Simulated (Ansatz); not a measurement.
TiNiAs:
```yaml
crystal:
  lattice:
    - [6.21335, 0.00000, 0.00000]
    - [0.00000, 3.70217, 0.00000]
    - [0.00000, 0.00000, 7.09876]
  atoms:
    - { symbol: Ti, position: [0.02461, 0.25000, 0.32200] }
    - { symbol: Ti, position: [0.97539, 0.75000, 0.67800] }
    - { symbol: Ti, position: [0.47539, 0.75000, 0.82200] }
    - { symbol: Ti, position: [0.52461, 0.25000, 0.17800] }
    - { symbol: Ni, position: [0.14875, 0.25000, 0.93489] }
    - { symbol: Ni, position: [0.85125, 0.75000, 0.06511] }
    - { symbol: Ni, position: [0.35125, 0.75000, 0.43489] }
    - { symbol: Ni, position: [0.64875, 0.25000, 0.56511] }
    - { symbol: As, position: [0.26841, 0.25000, 0.62096] }
    - { symbol: As, position: [0.73159, 0.75000, 0.37904] }
    - { symbol: As, position: [0.23159, 0.75000, 0.12096] }
    - { symbol: As, position: [0.76841, 0.25000, 0.87904] }
```

Relaxed with r²SCAN. Special points in fractions of this cell's reciprocal vectors: Γ (0.000, 0.000, 0.000); X (0.500, 0.000, 0.000); S (0.500, 0.500, 0.000); Y (0.000, 0.500, 0.000); Z (0.000, 0.000, 0.500); U (0.500, 0.000, 0.500); R (0.500, 0.500, 0.500); T (0.000, 0.500, 0.500).

Task: List the band energies nearest the Fermi level at these points for r²SCAN (plane waves, PAW; program Ansatz).

Result: In eV from the Fermi level; about four levels below and three above (degenerate sets whole), none deeper than 8.9 eV; points with the same levels are listed once.

| k | below | above |
|---|---|---|
| Γ | -0.97 -0.82 -0.78 0.00 | 0.13 0.35 0.45 |
| X | -0.59 -0.59 -0.23 -0.23 | 0.05 0.05 0.75 0.75 |
| S | -0.01 -0.01 -0.01 -0.01 | 1.26 1.26 1.26 1.26 |
| Y | -0.95 -0.95 -0.05 -0.05 | 0.51 0.51 0.60 0.60 |
| Z | -0.79 -0.79 -0.22 -0.22 | 0.27 0.27 0.90 0.90 |
| U | -0.71 -0.71 -0.54 -0.54 | 0.46 0.46 0.92 0.92 |
| R | -0.19 -0.19 -0.19 -0.19 | 1.26 1.26 1.26 1.26 |
| T | -1.16 -1.16 -0.43 -0.43 | 0.21 0.21 1.04 1.04 |

Space group Pnma. The first step of the workflow began from a Materials Project structure, measured or hypothetical; the Crystallography Open Database copy checked does not list it. Its standing as an ambient phase is unchecked. Symmetry was held in the r²SCAN relaxation; whether a distortion lowers the energy is not shown. No spin polarisation was allowed. Spin–orbit coupling is left out wherever it is not named.

Potentials: the later of the program's two PAW sets.
